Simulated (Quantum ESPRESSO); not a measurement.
# Al2GeO2AsN: input and log of a self-consistent run

Simulated, not a measurement. The program is pw.x of Quantum ESPRESSO 7.5 (plane-wave density functional theory). The cell is made up: 7 atoms on a wurtzite lattice with one site empty, with randomly drawn elements, strain and displacements, not relaxed. PseudoDojo standard norm-conserving files (v0.5 for PBE, v0.4.1 for LDA and PBEsol) set the functional; there is no spin polarisation, spin-orbit coupling or dispersion term, and the masses in the input are unused placeholders. A spin-polarised start on this cell or one of its family kept no moment.

Input:

```
&control calculation='scf', pseudo_dir='./dojo.nc.sr.pbe.v0_5.standard.upf', outdir='./o', disk_io='medium', tprnfor=.true., tstress=.true. /
&system ibrav=0, nat=7, ntyp=5, nbnd=32, ecutwfc=105.61755193, nosym=.true., tot_charge=0,
 occupations='smearing', smearing='fd', degauss=0.0018374661
/
&electrons conv_thr=7.350e-09, electron_maxstep=60, /
ATOMIC_SPECIES
Al 1.0 Al.upf
As 1.0 As.upf
Ge 1.0 Ge.upf
N 1.0 N.upf
O 1.0 O.upf
CELL_PARAMETERS angstrom
3.3474 -0.0026 -0.0199
-0.0044 5.6499 -0.0209
-0.0325 -0.0197 5.4773
ATOMIC_POSITIONS angstrom
Al -0.0063 -0.0387 0.0527
Al 1.7157 2.8089 -0.0787
Ge 0.0184 3.77 2.7372
O 0.0393 0.002 2.0307
As 1.6674 2.7805 2.0369
O 1.5891 0.8652 4.7688
N 0.0029 3.736 4.7481
K_POINTS automatic
7 6 6 1 1 1
```

The log is shortened where brackets say so; the opening notice, blank lines, dates and the lines on written files are dropped, and the path of the files is cut. It prints rydbergs, bohrs and kilobars, and counts compression as positive stress. With no partly filled state, the Fermi energy that it prints is only some level between the filled and the empty states on the mesh, and need not lie in the true gap.

```
     Program PWSCF v.7.5
     Parallel version (MPI & OpenMP), running on       1 processor cores
     Number of MPI processes:                 1
     Threads/MPI process:                     1
     [start-up lines left out]
     bravais-lattice index     =            0
     lattice parameter (alat)  =       6.3258  a.u.
     unit-cell volume          =     699.0208 (a.u.)^3
     number of atoms/cell      =            7
     number of atomic types    =            5
     number of electrons       =        52.00
     number of Kohn-Sham states=           32
     kinetic-energy cutoff     =     105.6176  Ry
     charge density cutoff     =     422.4702  Ry
     scf convergence threshold =      7.3E-09
     mixing beta               =       0.7000
     number of iterations used =            8  plain     mixing
     Exchange-correlation= PBE
                           (   1   4   3   4   0   0   0)
     [axes and pseudopotential details left out]
   Cartesian axes
     site n.     atom                  positions (alat units)
         1        Al     tau(   1) = (  -0.0018820  -0.0115610   0.0157433  )
         2        Al     tau(   2) = (   0.5125378   0.8391138  -0.0235104  )
         3        Ge     tau(   3) = (   0.0054967   1.1262270   0.8176946  )
         4        O      tau(   4) = (   0.0117402   0.0005975   0.6066390  )
         5        As     tau(   5) = (   0.4981090   0.8306298   0.6084912  )
         6        O      tau(   6) = (   0.4747181   0.2584646   1.4246025  )
         7        N      tau(   7) = (   0.0008663   1.1160700   1.4184187  )
     number of k points=   126  Fermi-Dirac smearing, width (Ry)=  0.0018
     Number of k-points >= 100: set verbosity='high' to print them.
     Dense  grid:   102483 G-vectors     FFT dimensions: (  45,  72,  72)
     Estimated max dynamical RAM per process >     131.63 MB
     Initial potential from superposition of free atoms
     starting charge      51.9940, renormalised to      52.0000
     Starting wfcs are   38 randomized atomic wfcs
     total cpu time spent up to now is       39.8 secs
     per-process dynamical memory:   103.7 Mb
     Self-consistent Calculation
     iteration #  1     ecut=   105.62 Ry     beta= 0.70
     Davidson diagonalization with overlap
     ethr =  1.00E-02,  avg # of iterations =  3.1
     total cpu time spent up to now is      144.0 secs
     total energy              =    -486.21475298 Ry
     estimated scf accuracy    <       1.61169039 Ry
     iteration #  2     ecut=   105.62 Ry     beta= 0.70
     Davidson diagonalization with overlap
     ethr =  3.10E-03,  avg # of iterations =  4.3
     total cpu time spent up to now is      225.5 secs
     total energy              =    -485.90013848 Ry
     estimated scf accuracy    <       5.14288630 Ry
     iteration #  3     ecut=   105.62 Ry     beta= 0.70
     Davidson diagonalization with overlap
     ethr =  3.10E-03,  avg # of iterations =  2.8
     total cpu time spent up to now is      306.8 secs
     total energy              =    -486.93410402 Ry
     estimated scf accuracy    <       0.51499420 Ry
     iteration #  4     ecut=   105.62 Ry     beta= 0.70
     Davidson diagonalization with overlap
     ethr =  9.90E-04,  avg # of iterations =  2.0
     total cpu time spent up to now is      381.1 secs
     total energy              =    -486.99089844 Ry
     estimated scf accuracy    <       0.05751254 Ry
     iteration #  5     ecut=   105.62 Ry     beta= 0.70
     Davidson diagonalization with overlap
     ethr =  1.11E-04,  avg # of iterations =  3.4
     total cpu time spent up to now is      444.2 secs
     total energy              =    -486.99304505 Ry
     estimated scf accuracy    <       0.01000214 Ry
     [iterations 6 to 7 left out]
     iteration #  8     ecut=   105.62 Ry     beta= 0.70
     Davidson diagonalization with overlap
     ethr =  6.31E-07,  avg # of iterations =  2.0
     total cpu time spent up to now is      702.7 secs
     total energy              =    -486.99571433 Ry
     estimated scf accuracy    <       0.00002814 Ry
     iteration #  9     ecut=   105.62 Ry     beta= 0.70
     Davidson diagonalization with overlap
     ethr =  5.41E-08,  avg # of iterations =  2.0
     total cpu time spent up to now is      761.8 secs
     total energy              =    -486.99571922 Ry
     estimated scf accuracy    <       0.00000254 Ry
     iteration # 10     ecut=   105.62 Ry     beta= 0.70
     Davidson diagonalization with overlap
     ethr =  4.89E-09,  avg # of iterations =  3.1
     total cpu time spent up to now is      844.2 secs
     total energy              =    -486.99571989 Ry
     estimated scf accuracy    <       0.00000027 Ry
     iteration # 11     ecut=   105.62 Ry     beta= 0.70
     Davidson diagonalization with overlap
     ethr =  5.24E-10,  avg # of iterations =  2.5
     total cpu time spent up to now is      917.8 secs
     total energy              =    -486.99571996 Ry
     estimated scf accuracy    <       0.00000003 Ry
     iteration # 12     ecut=   105.62 Ry     beta= 0.70
     Davidson diagonalization with overlap
     ethr =  5.24E-11,  avg # of iterations =  3.0
     total cpu time spent up to now is      997.5 secs
     End of self-consistent calculation
     Number of k-points >= 100: set verbosity='high' to print the bands.
     the Fermi energy is     7.8539 ev
!    total energy              =    -486.99571996 Ry
     estimated scf accuracy    <          2.2E-09 Ry
     smearing contrib. (-TS)   =      -0.00000001 Ry
     internal energy E=F+TS    =    -486.99571996 Ry
     The total energy is F=E-TS. E is the sum of the following terms:
     one-electron contribution =    -314.07670207 Ry
     hartree contribution      =     186.68757158 Ry
     xc contribution           =    -118.47004221 Ry
     ewald contribution        =    -241.13654726 Ry
     convergence has been achieved in  12 iterations
     Forces acting on atoms (cartesian axes, Ry/au):
     atom    1 type  1   force =     0.00571705    0.02137425    0.03747141
     atom    2 type  1   force =    -0.00729715   -0.01961385   -0.22324978
     atom    3 type  3   force =    -0.03045994    0.30814101    0.12759083
     atom    4 type  5   force =    -0.00553650   -0.07435982   -0.07839536
     atom    5 type  2   force =     0.02937846   -0.24773313    0.03227453
     atom    6 type  5   force =     0.01130567    0.00676742    0.10024691
     atom    7 type  4   force =    -0.00310759    0.00542412    0.00406147
     Total force =     0.499591     Total SCF correction =     0.000421
     Computing stress (Cartesian axis) and pressure
          total   stress  (Ry/bohr**3)                   (kbar)     P=       34.13
   0.00101819  -0.00009300  -0.00005631          149.78      -13.68       -8.28
  -0.00009300  -0.00050723   0.00066468          -13.68      -74.62       97.78
  -0.00005631   0.00066468   0.00018514           -8.28       97.78       27.24
     init_run     :     33.72s CPU     39.65s WALL (       1 calls)
     electrons    :    878.49s CPU    957.69s WALL (       1 calls)
     forces       :     12.24s CPU     12.36s WALL (       1 calls)
     stress       :     53.65s CPU     53.88s WALL (       1 calls)
     [timing details left out]
     PWSCF        :  16m18.64s CPU  17m45.90s WALL
     JOB DONE.
```

In other units: free energy -6625.914 eV for the cell, pressure 3.41 GPa, largest force component 7.923 eV/Å. This run is the check on a run of the same cell at 1143 eV and a 5 x 4 x 4 mesh: rerunning at 1437 eV and a 7 x 6 x 6 mesh moved values by no more than 0.016 eV in energy, 0.14 GPa in stress and 0.017 eV/Å in force.